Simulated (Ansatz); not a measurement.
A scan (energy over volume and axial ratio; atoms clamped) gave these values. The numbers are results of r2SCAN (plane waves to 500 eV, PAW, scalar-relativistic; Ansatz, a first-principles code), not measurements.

The shear modulus C′ = (C11 − C12)/2 (fit, atoms clamped) is 48 GPa.

Problem. Of these crystals, all scanned alike, which one is it?
A. TiC (rock salt)
B. BeTe (zinc blende)
C. HgTe (zinc blende)
D. SrIr₂ (cubic Laves, MgCu2 type)

Solution. D, SrIr₂ (cubic Laves, MgCu2 type). The others have, for the shear modulus C′ = (C11 − C12)/2: BeTe 32 GPa, TiC 200 GPa, HgTe 8 GPa

All were relaxed with their symmetry unable to fall. At this level the bands of HgTe touch or barely overlap. Spin-orbit coupling is left out. SrIr2 is run without spin polarisation. TiC is run without spin polarisation. With partly filled bands, the response to shear is sensitive to the k mesh, so small differences along c/a are uncertain.

(Under strain, the slope of the energy per volume gives the stress and its curvature an elastic modulus.)
